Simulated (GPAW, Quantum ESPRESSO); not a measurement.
This is a calculation of ZnMo3 for GPAW 26.7.0 (ASE script). The cell comes from a database or a generator and needn't be the stable form of this composition.

run.py

```python
from ase import Atoms
from ase.dft.bandgap import bandgap
from ase.io import write
from ase.units import GPa
from gpaw import GPAW, PW

atoms = Atoms(['Mo', 'Mo', 'Mo', 'Zn'],
              cell=[[3.943154, 0.0, 0.0],
                    [0.0, 3.943154, 0.0],
                    [0.0, 0.0, 3.943154]],
              scaled_positions=[[0.5, 0.5, 0.0],
                                [0.5, 0.0, 0.5],
                                [0.0, 0.5, 0.5],
                                [0.0, 0.0, 0.0]],
              pbc=True)

calc = GPAW(mode=PW(600),
            xc='PBE',
            kpts={'size': (7, 7, 7), 'gamma': True},
            occupations={'name': 'fermi-dirac', 'width': 0.05},
            nbands=47,
            convergence={'density': 1e-05, 'energy': 1e-05},
            maxiter=150,
            txt='gpaw.txt')
atoms.calc = calc
energy = atoms.get_potential_energy()
forces = atoms.get_forces()
stress = atoms.get_stress()
calc.write('gs.gpw')
write('result.traj', atoms)
print(f'Energy: {energy:.6f} eV')
print('Forces (eV/A):')
print(forces.round(4))
print('Stress (GPa):', (stress / GPa).round(3))
print('Fermi level:', round(calc.get_fermi_level(), 4), 'eV')
print(f'Gap: {bandgap(calc)[0]:.4f} eV, direct: {bandgap(calc, direct=True)[0]:.4f} eV')
```

Potentials or basis: GPAW PAW data sets (gpaw-data 1.2.1), pw.

Command:

```bash
$ OMP_NUM_THREADS=1 python run.py
```

Q: Set up the same calculation for Quantum ESPRESSO 7.5. Potentials or basis there: SSSP 1.3 efficiency PBE, cutoff 816 eV.

A: As run (cutoffs and basis follow the program's own potentials, and thresholds, step limits or extra output files can differ):

pw.in

```
&CONTROL
  calculation = 'scf'
  prefix = 'pwscf'
  outdir = './tmp'
  pseudo_dir = './pseudo'
  tprnfor = .true.
  tstress = .true.
  disk_io = 'low'
/
&SYSTEM
  ibrav = 0
  nat = 4
  ntyp = 2
  ecutwfc = 60
  ecutrho = 440
  nbnd = 42
  occupations = 'smearing'
  smearing = 'fd'
  degauss = 0.00367493
/
&ELECTRONS
  conv_thr = 8d-10
  electron_maxstep = 120
  mixing_beta = 0.5
/
ATOMIC_SPECIES
Mo    95.9500 Mo_ONCV_PBE-1.0.oncvpsp.upf
Zn    65.3800 Zn_pbe_v1.uspp.F.UPF
CELL_PARAMETERS angstrom
   3.9431540000    0.0000000000    0.0000000000
   0.0000000000    3.9431540000    0.0000000000
   0.0000000000    0.0000000000    3.9431540000
ATOMIC_POSITIONS crystal
Mo     0.5000000000    0.5000000000    0.0000000000
Mo     0.5000000000    0.0000000000    0.5000000000
Mo     0.0000000000    0.5000000000    0.5000000000
Zn     0.0000000000    0.0000000000    0.0000000000
K_POINTS automatic
7 7 7 0 0 0
```

The input pp_density.in:

```
&INPUTPP
  prefix = 'pwscf'
  outdir = './tmp'
  filplot = 'density.dat'
  plot_num = 0
/
&PLOT
  nfile = 1
  filepp(1) = 'density.dat'
  iflag = 3
  output_format = 6
  fileout = 'density.cube'
/
```

File pp_potential.in:

```
&INPUTPP
  prefix = 'pwscf'
  outdir = './tmp'
  filplot = 'potential.dat'
  plot_num = 11
/
&PLOT
  nfile = 1
  filepp(1) = 'potential.dat'
  iflag = 3
  output_format = 6
  fileout = 'potential.cube'
/
```

Potentials or basis: SSSP 1.3 efficiency PBE.

Command:

```console
$ OMP_NUM_THREADS=1 pw.x -in pw.in > pw.out
$ OMP_NUM_THREADS=1 pp.x -in pp_density.in > pp_density.out
$ OMP_NUM_THREADS=1 pp.x -in pp_potential.in > pp_potential.out
```

Both were run:

|  | GPAW | Quantum ESPRESSO |
| --- | --- | --- |
| Pressure | -1.6 GPa | -1.5 GPa |

The potentials hold 54 and 62 valence electrons a cell.

Pressure is positive in compression.
